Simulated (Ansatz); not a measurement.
## ZnCd2Se3 (I-4m2) at 3 levels of theory

One geometry, relaxed with PBE; plane waves with PAW potentials in Ansatz, scalar-relativistic. No spin polarisation. Gaps are the least over mesh and band path; pressure is positive in compression.

```cif
data_structure
_symmetry_space_group_name_H-M 'P 1'
_symmetry_Int_Tables_number 1
_cell_length_a 9.6170
_cell_length_b 9.6170
_cell_length_c 9.6170
_cell_angle_alpha 154.443
_cell_angle_beta 154.443
_cell_angle_gamma 36.455
_cell_volume 165.31
loop_
_atom_site_label
_atom_site_type_symbol
_atom_site_fract_x
_atom_site_fract_y
_atom_site_fract_z
_atom_site_occupancy
Zn1 Zn 0.50000 0.50000 0.00000 1
Cd1 Cd 0.83805 0.83805 0.00000 1
Cd2 Cd 0.16195 0.16195 0.00000 1
Se1 Se 0.42652 0.92652 0.50000 1
Se2 Se 0.07348 0.57348 0.50000 1
Se3 Se 0.75000 0.25000 0.50000 1
```

```csv
level,cutoff (eV),k mesh,gap (eV),pressure (GPa)
PBE,420,10×10×10,0.61,0.0
r2SCAN,500,10×10×10,1.11,-1.7
LDA,420,10×10×10,0.34,-4.6
```

The cell was found from a structure generator's guess, not taken from experiment.
